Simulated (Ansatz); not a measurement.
## Calculated quadrupolar parameters for AlN

The cell is a COD entry, its atoms then relaxed with PBE in this cell.

```
Al N
1.0
     3.11300    0.00000    0.00000
    -1.55650    2.69594    0.00000
     0.00000    0.00000    4.98100
Al N
2 2
Direct
  0.33333 0.66667 0.99902
  0.66667 0.33333 0.49902
  0.33333 0.66667 0.38098
  0.66667 0.33333 0.88098
```

Atom numbers follow the list; atoms alike are taken as one site, whose name carries the number of the first.

All values are calculated (Ansatz; DFT, r2SCAN, plane waves and PAW, scalar-relativistic, 500 eV cutoff, Γ-centred 11×11×6 k-points, Fermi–Dirac smearing 0.02 eV), not measured.

Conventions: |V_zz| ≥ |V_yy| ≥ |V_xx|, η = (V_xx − V_yy)/V_zz, C_Q = eQV_zz/h.

Al-27: I = 5/2, Q = 146.6 mb; N-14: I = 1, Q = 20.44 mb. Q values from Pyykkö, Mol. Phys. 116, 1328 (2018).

```tsv
site	atoms (order as listed)	first shell	V_xx, V_yy, V_zz (10²¹ V/m²)	η	C_Q (MHz)
Al	1, 2	4 N at 1.89–1.90 Å; also 1 N at 3.08 Å	-0.24, -0.24, 0.49	0.00	1.74
N	3, 4	4 Al at 1.89–1.90 Å; also 1 Al at 3.08 Å	0.014, 0.014, -0.028	0.00	-0.014
```

An axis of threefold or higher order runs through Al and N, so V_zz lies along it and η is zero.

With these PAW files V_zz is typically within 2 to 3 % of all-electron values, but misses above 10 % occur on Al.
